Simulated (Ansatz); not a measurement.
This run works on a proposed trial structure, not on a known crystal.

Input and command of a plane-wave DFT calculation in Ansatz:

```yaml
crystal:
  lattice:
    - [1.6577917815, 0.9571265313, 12.6728217363]
    - [-1.6577917815, 0.9571265313, 12.6728217363]
    - [0.0, -1.9142530627, 12.6728217363]
  atoms:
    - { symbol: Mg, position: [0.0, 0.0, 0.0] }
    - { symbol: Mg, position: [0.7215188461, 0.7215188461, 0.7215188461] }
    - { symbol: Mg, position: [0.2784811539, 0.2784811539, 0.2784811539] }
    - { symbol: Sn, position: [0.4598530828, 0.4598530828, 0.4598530828] }
    - { symbol: Sn, position: [0.5401469172, 0.5401469172, 0.5401469172] }
    - { symbol: "N", position: [0.3685142446, 0.3685142446, 0.3685142446] }
    - { symbol: "N", position: [0.6314857554, 0.6314857554, 0.6314857554] }
basis:
  ecutwfc: 500
kpoints:
  mp_grid: { grid: [12, 12, 12] }
  band_path:
    path:
      - [[0.0, 0.0, 0.0], [0.5, 0.5, 0.5], [0.82953056, 0.17046944, 0.5]]
      - [[0.5, -0.17046944, 0.17046944], [0.5, 0.0, 0.0], [0.0, 0.0, 0.0], [0.33523472, -0.33523472, 0.0]]
      - [[0.66476528, 0.0, 0.33523472], [0.5, 0.0, 0.5], [0.0, 0.0, 0.0]]
    npoints: 14
hamiltonian:
  xc: r2scan
scf:
  occupations: { method: gaussian, width: 0.1 }
  n_extra_bands: 17
output:
  forces: true
  stress: true
  eigenvalues: true
  populations: true
  dos: { projected: true, de: 0.02, nscf_kmesh: { grid: [15, 15, 15] } }
  bader: true
```

```bash
ansatz run input.yaml --threads 1 --pin off --max-ram 2560MiB --backend cpu --events-out ev --progress --plain --runs-dir out
```

Processor: Intel(R) Xeon(R) Processor @ 2.70GHz, 1 thread, on a host shared with other jobs.

**Question.** Estimate time, memory and problem size.

**Answer.** About 5.4 min, peak memory 1.9 GiB. It solves 51 bands at 189 k points (after reduction by symmetry) with about 3041 plane waves, in 10 SCF iterations.
